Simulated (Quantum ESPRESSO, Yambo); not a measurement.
# Quasiparticle gap of KIO3

Space group R3m, hexagonal axes (No. 160); a = 6.203 Å, b = 6.203 Å, c = 7.864 Å, α = 90.00°, β = 90.00°, γ = 120.00°

```json
[
 {"atom": "O", "site": "9b", "symmetry": ".m", "x": "0.0358", "y": "0.5179", "z": "0.0633"},
 {"atom": "K", "site": "3a", "symmetry": "3m", "x": "0.0000", "y": "0.0000", "z": "0.0083"},
 {"atom": "I", "site": "3a", "symmetry": "3m", "x": "0.0000", "y": "0.0000", "z": "0.5068"}
]
```
(The calculation used a cell of 5 atoms; values per cell refer to that cell.)

The geometry is that of Materials Project entry mp-552729, symmetrised and not relaxed again.

Starting point: LDA (pw.x of Quantum ESPRESSO, ONCV potentials, scalar-relativistic). G0W0 in Yambo: 4×4×4 Γ-centred k mesh, 126 bands and a 7 Ry block in the screening, 126 bands in G with the Bruneval-Gonze terminator, plasmon pole fitted at 27.2 eV.

The LDA gap along the band path is 2.45 eV and the LDA gap between the mesh's edge points (Z → Z) is 2.45 eV. The G0W0 gap between the same points is 4.07 eV.

| k point | band | E LDA (eV) | E QP (eV) | shift (eV) | Z |
|---|---|---|---|---|---|
| Γ | VB | -1.29 | -2.21 | -0.92 | 0.77 |
| Γ | CB | 4.83 | 5.82 | 0.99 | 0.85 |
| L | VB | -1.27 | -2.08 | -0.80 | 0.78 |
| L | CB | 4.11 | 5.18 | 1.08 | 0.81 |
| F | VB | -0.57 | -1.31 | -0.74 | 0.79 |
| F | CB | 3.18 | 4.11 | 0.93 | 0.81 |
| Z | VB | 0.00 | -0.75 | -0.75 | 0.80 |
| Z | CB | 2.45 | 3.32 | 0.87 | 0.82 |

Energies count from the LDA valence-band maximum.

Nearest settings tried, and what they do to the gap: 81 bands in G: +7 meV; 60 bands in W: +80 meV; 3 Ry block (63 vectors against 191): -73 meV. Not varied: mesh. So the settings aren't converged at that level.

Spin-orbit coupling is left out, which matters for elements this heavy: edges can move by tenths of an eV.
